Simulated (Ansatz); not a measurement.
Input and command of a calculation in Ansatz (plane waves; scalar-relativistic PAW potentials unless the input names others):

```yaml
crystal:
  lattice:
    - [3.118995367, -2.2039582263, 0.0]
    - [3.118995367, 2.2039582263, 0.0]
    - [0.0, 0.0, 6.2420544467]
  atoms:
    - { symbol: Ba, position: [0.7500374795, 0.2499625205, 0.25] }
    - { symbol: Ba, position: [0.2499625205, 0.7500374795, 0.75] }
basis:
  ecutwfc: 420
kpoints:
  mp_grid: { grid: [12, 12, 8] }
hamiltonian:
  xc: pbesol
scf:
  occupations: { method: tetrahedron }
  mixing: { preconditioner: resta }
output:
  forces: true
  eigenvalues: true
  stress: true
```

```bash
ansatz run input.yaml --threads 1 --pin off --max-ram 1331MiB --backend cpu --events-out ev --progress --plain --runs-dir out
```

Abridged log:
```
Warning: output.forces, output.stress, relax.cell or npt_langevin: where a Kohn–Sham band that disperses or a degenerate level is filled in part under the method tetrahedron, the forces or the stress that this run publishes need not agree with its energy (scf.occupations.method in the input reference, under Limitations); prefer a smearing scheme for the forces or the stress
Basis set: ecut = 420 eV, 1713 PW (Γ), exchange–correlation on 54×54×90 points (8 copies of the dense FFT grid, shifted against one another)
Bands: 14, of which v1, the nominal top of the filled ones, is band 10 counted from 1 (9 counted from 0)
Symmetry: 8 space group operations
k-points: 215 of 1152
SCF iter   1: F=—  HF=-11724.896054 eV  |F-HF|=—  |Δ(HF+E_count)|=         —  Δρ=2.19e-3  dr2=2.50e-3  ethr=1.77e-3  ⟨swp⟩=6.6  Hψ=19969  notcnv=0
SCF iter   2: F=—  HF=-11724.897053 eV  |F-HF|=—  |Δ(HF+E_count)|=   9.99e-4  Δρ=1.16e-3  dr2=8.94e-4  ethr=1.25e-5  ⟨swp⟩=2.1  Hψ=7223  notcnv=0  defer=3
SCF iter   3: F=—  HF=-11724.897556 eV  |F-HF|=—  |Δ(HF+E_count)|=   5.03e-4  Δρ=4.16e-4  dr2=2.32e-4  ethr=4.47e-6  ⟨swp⟩=2.5  Hψ=6205  notcnv=0  defer=3
SCF iter   4: F=—  HF=-11724.897454 eV  |F-HF|=—  |Δ(HF+E_count)|=   1.01e-4  Δρ=1.37e-4  dr2=2.87e-5  ethr=1.16e-6  ⟨swp⟩=2.9  Hψ=5894  notcnv=0  defer=3
SCF iter   5: F=—  HF=-11724.897443 eV  |F-HF|=—  |Δ(HF+E_count)|=   1.15e-5  Δρ=3.11e-5  dr2=1.52e-6  ethr=1.43e-7  ⟨swp⟩=3.0  Hψ=6783  notcnv=0  defer=3
SCF iter   6: F=—  HF=-11724.897442 eV  |F-HF|=—  |Δ(HF+E_count)|=   1.02e-6  Δρ=9.12e-6  dr2=1.31e-7  ethr=7.60e-9  ⟨swp⟩=2.7  Hψ=5917  notcnv=0  defer=3
SCF iter   7: F=-11724.897442 eV  HF=-11724.897442 eV  |F-HF|=4.63e-9  |Δ(HF+E_count)|=   1.78e-7  Δρ=1.98e-6  dr2=6.04e-9  ethr=5.00e-10  ⟨swp⟩=4.1  Hψ=10515  notcnv=0
SCF 1 converged in 7 iterations: F = -11724.897442 eV  dr2 = 6.04e-9
SCF converged after 7 iterations
Stability not checked: this state was not tested for a lower state beside it, because cold or Methfessel-Paxton smearing, or corrected tetrahedra, fill the levels in a way that the test cannot read (fill_not_monotonic; see scf.lower_state_search)
Free energy (F): -11724.897442 eV
Harris-Foulkes:  -11724.897442 eV  (|F-HF|=4.63e-9)
Internal energy: -11724.897407 eV  (E = F + TS)
E sigma→0 (E₀):  -11724.897442 eV
Entropy (-TS):   -0.000034 eV (-0.017 meV/atom)
Fermi energy:    9.136922 eV
--- Forces (eV/Å), atoms counted from 1 ---
  atom   1  Ba     0.00000000     0.00012837     0.00000000
  atom   2  Ba     0.00000000    -0.00012837     0.00000000
--- Stress (GPa, compression-positive) ---
        4.017208       0.000000       0.000000
        0.000000       3.990249       0.000000
        0.000000       0.000000       4.001754
  P = ⅓ Tr σ = 4.0031 GPa (40.031 kbar)
```

Apart from outputs, empty bands and the relaxation, which only the reference makes, the input differs from a reference run on usual settings in scf.occupations.width: 0.1 → not typed; scf.occupations.method: "gaussian" → "tetrahedron"; scf.mixing.preconditioner: not typed → "resta". The reference, at the same geometry, ended its own course with pressure 4.03 GPa, largest force 0.000 eV/Å, no gap on the mesh. This run converged in 7 SCF iterations with an energy at zero smearing 0.33 meV/atom above the reference's, pressure 4.00 GPa, largest force 0.000 eV/Å, no gap on the mesh.